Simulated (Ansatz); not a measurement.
An ordered 8-atom cell of GaB3As4 on the zincblende lattice (Pmm2), relaxed with r2SCAN. The symmetry is Pmm2 (No. 25, orthorhombic); a = 3.516 Å, b = 7.100 Å, c = 5.031 Å in the conventional setting, 15.70 Å³ an atom. B has 4 As at 2.12–2.14 Å; As has 3 B at 2.06–2.12 Å and 1 Ga at 2.37 Å; B has 4 As at 2.06–2.13 Å; As has 4 B at 2.13–2.14 Å; Ga has 4 As at 2.34–2.37 Å; As has 2 B at 2.12 Å and 2 Ga at 2.34 Å.

```cif
data_structure
_symmetry_space_group_name_H-M 'P 1'
_symmetry_Int_Tables_number 1
_cell_length_a 3.5162
_cell_length_b 7.1004
_cell_length_c 5.0310
_cell_angle_alpha 90.000
_cell_angle_beta 90.000
_cell_angle_gamma 90.000
_cell_volume 125.61
loop_
_atom_site_label
_atom_site_type_symbol
_atom_site_fract_x
_atom_site_fract_y
_atom_site_fract_z
_atom_site_occupancy
B1 B 0.00000 0.76562 0.99981 1
As1 As 0.50000 0.77540 0.23342 1
B2 B 0.50000 0.00000 0.49395 1
As2 As 0.00000 0.00000 0.73340 1
B3 B 0.00000 0.23438 0.99981 1
As3 As 0.50000 0.22460 0.23342 1
Ga1 Ga 0.50000 0.50000 0.49985 1
As4 As 0.00000 0.50000 0.80635 1
```

4 runs of Ansatz 0.2.0 on this cell differ in the functional (and in the settings that go with it). Levels are in eV from each run's valence top; v1 is the last filled band, c1 the first empty one.

Run A, mean stress +2.3 GPa (compression positive):
```
point     v4     v3     v2     v1    c1    c2
    Γ  -1.89  -0.62  -0.43   0.00  0.53  0.80
    X  -3.87  -3.86  -2.80  -1.67  0.63  0.67
    S  -4.22  -3.90  -3.90  -3.23  1.48  2.14
```

Run B, mean stress -0.3 GPa (compression positive):
```
point     v4     v3     v2     v1    c1    c2
    Γ  -2.02  -0.61  -0.44   0.00  1.21  1.47
    X  -4.20  -4.16  -2.98  -1.80  1.29  1.30
    S  -4.55  -4.19  -4.19  -3.47  2.15  2.90
```

Run C, mean stress 0.0 GPa (compression positive):
```
point     v4     v3     v2     v1    c1    c2
    Γ  -1.95  -0.61  -0.42   0.00  0.78  1.02
    X  -4.06  -4.02  -2.90  -1.75  0.87  0.94
    S  -4.39  -4.06  -4.05  -3.36  1.72  2.44
```

Run D, mean stress -0.5 GPa (compression positive):
```
point     v4     v3     v2     v1    c1    c2
    Γ  -2.05  -0.59  -0.43   0.00  1.90  2.16
    X  -4.24  -4.20  -3.02  -1.83  1.97  1.98
    S  -4.59  -4.24  -4.23  -3.50  2.83  3.60
```

Q: Match the runs to PBE, r2SCAN, HSE06, PBE0.

A: A is PBE, B is HSE06, C is r2SCAN, D is PBE0. In order of the gap: PBE 0.46, r2SCAN 0.69, HSE06 1.12, PBE0 1.81 eV. The stress vanishes for r2SCAN, which relaxed the cell.

(Calculated; spin-unpolarised; the phase may be known or hypothetical.)

Spin-orbit coupling is left out.

The stress of a hybrid is loosely converged in these runs.

The meshes of the hybrids are coarse, so their gaps aren't converged to the digits shown.
